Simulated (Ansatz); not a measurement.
# Zone-centre phonons of Co3Ge2: input and output

Computed with DFT LDA, scalar-relativistic, plane waves, PAW in Ansatz.

Launched with:
```bash
ansatz run input.yaml --threads 2 --pin off --max-ram 6144MiB --backend cpu --events-out ev --progress --plain --runs-dir out
```

Input (bare energies are in eV):
```yaml
crystal:
  lattice:
    - [3.8205344977, 0.0, 0.0]
    - [-1.9102672488, 3.3086799311, 0.0]
    - [0.0, 0.0, 4.7720034462]
  atoms:
    - { symbol: Co, position: [0.6666666667, 0.3333333333, 0.2443571136], spin: 0.51 }
    - { symbol: Co, position: [0.6666666667, 0.3333333333, 0.7556428864], spin: 0.51 }
    - { symbol: Co, position: [0.0, 0.0, 0.5], spin: 0.26 }
    - { symbol: Ge, position: [0.0, 0.0, 0.0] }
    - { symbol: Ge, position: [0.3333333333, 0.6666666667, 0.5] }
basis:
  ecutwfc: 420
kpoints:
  mp_grid: { grid: [12, 12, 8] }
hamiltonian:
  xc: lda
scf:
  occupations: { method: gaussian, width: 0.2 }
output:
  eigenvalues: true
  populations: true
magnetization:
  spin_polarized: true
phonons:
  method: dfpt
  eigenvectors: true
```

Results section of the output:
```
--- Phonons (Γ-DFPT): 8 representative perturbations + reference, on 320 of 1152 k-points (Σ response iterations 95) ---
  k mesh reduced under 2 symmetry operations, with k and −k counted as one. Each operation leaves every solved perturbation unchanged. A smaller set is not used because it would not reduce the number of displacements ...
  ASR residual: 1.881e-4 → 0.000e0 eV/Å²; symmetrization residual: 7.548e-5 eV/Å²
  ASR residual per site (eV/Å²): 8.79e-5 8.79e-5 1.88e-4 9.91e-5 1.09e-4
  Γ frequencies (cm⁻¹): 0.00 0.00 0.00 72.11 146.52 146.52 165.02 179.28 179.28 222.21 222.21 269.23 278.74 366.84 366.84
  non-analytic LO–TO correction: not included (Born effective charges unavailable; polar crystals: no LO–TO splitting at Γ)
--- Löwdin populations: 5 sites ---
  site symbol q [e]    m [muB]
     0     Co     16.5835     0.4744
     1     Co     16.5835     0.4744
     2     Co     16.6493     0.2414
     3     Ge     14.3556    -0.0292
     4     Ge     14.3243    -0.0309
  spilling = 0.006377 (of n_electrons = 79.000000)
```

Time: 26 min on 2 threads of Oxide Virtual Turin-like Processor (Zen 5) (shared host), peak memory 3.8 GiB.

In a metal, frequencies and elastic constants depend on the k mesh and the smearing, soft modes and shear constants most.